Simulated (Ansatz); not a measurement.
Level of theory: DFT PBE, scalar-relativistic, plane waves, PAW (Ansatz). All cells share a 420 eV cutoff and Γ-centred k meshes spaced at most about 0.3 Å⁻¹ (about 0.25 or finer for metals, 2π included). No spin polarisation in the final relaxations.

These are static total energies at zero pressure.

Two forms of Sn2SeS3 were relaxed alike.

A.

```
CELL_PARAMETERS angstrom
3.84543 0.00000 0.00000
0.00000 3.84543 0.00000
0.00000 0.00000 9.02703
ATOMIC_POSITIONS crystal
Sn 0.50000 0.00000 0.69068
Sn 0.00000 0.50000 0.30932
Se 0.50000 0.50000 0.00000
S 0.50000 0.00000 0.38381
S 0.00000 0.50000 0.61619
S 0.00000 0.00000 0.00000
```

B.

```
CELL_PARAMETERS angstrom
3.59479 2.07546 3.42625
-3.59479 2.07546 3.42625
0.00000 -4.15091 3.42625
ATOMIC_POSITIONS crystal
Sn 0.67263 0.67263 0.67263
Sn 0.32737 0.32737 0.32737
Se 0.00000 0.00000 0.00000
S 0.00000 0.50000 0.00000
S 0.50000 0.00000 0.00000
S 0.00000 0.00000 0.50000
```

Question: Which form is favoured at zero pressure, and by what margin per atom?

Answer: A is lower, by 172 meV/atom. A has space group P-4m2 (No. 115), 22.2 Å³/atom and no gap on its mesh; B has space group R-3m (No. 166), 25.6 Å³/atom and no gap. Counting S or Se atoms around Sn (for each partner element, those within 1.25 times its shortest distance or 1.15 times the sum of covalent radii, where it is the nearest in units of that sum or under 1.3; a plus sign parts groups by distance over the sum of covalent radii), A has Sn 5+2 and B has Sn 3+1+3. Both come from invented guesses.

No dispersion correction is applied, so the spacing and binding between layers, chains or molecules are poorly described (P-4m2), and this can change margins and order among such cells. Cells relaxed within their symmetry can be saddle points.
